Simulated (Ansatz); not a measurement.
Stability checks on a candidate for Ir₂Rh

The cell was found from a structure generator's guess, not taken from experiment.

All numbers below come from DFT PBE, scalar-relativistic, plane waves, PAW (Ansatz 0.2.0). Settings of the last relaxation (6-atom cell): 420 eV, 18×18×4 k points, Gaussian smearing of 0.10 eV, no spin polarisation.

```
Ir Rh
1.0
     2.73984    0.00000    0.00000
    -1.36992    2.37277    0.00000
     0.00000    0.00000   13.28790
Ir Rh
4 2
Direct
  0.33333 0.66667 0.08291
  0.33333 0.66667 0.41709
  0.66667 0.33333 0.58291
  0.66667 0.33333 0.91709
  0.33333 0.66667 0.75000
  0.66667 0.33333 0.25000
```

The zero of energy is the elements' standard structures at the same level; no fitted shifts are applied.

Problem. These tests were run: energy against the elements; random kick, then relaxation without symmetry; phonons on a 3×3×1 q mesh. What do they show?

Solution.

```csv
test,result
energy against the elements,+0.04 eV/atom
"random kick, then relaxation without symmetry",returns
phonons on a 3×3×1 q mesh,no imaginary mode on the mesh
```

It fails one test: energy against the elements. It may still be a metastable minimum.

Spin–orbit coupling, which can matter for Ir, is left out. The kick test ran on a coarse mesh. The run for the phonons used an 18×18×4 k mesh and Fermi–Dirac smearing of 0.15 eV.
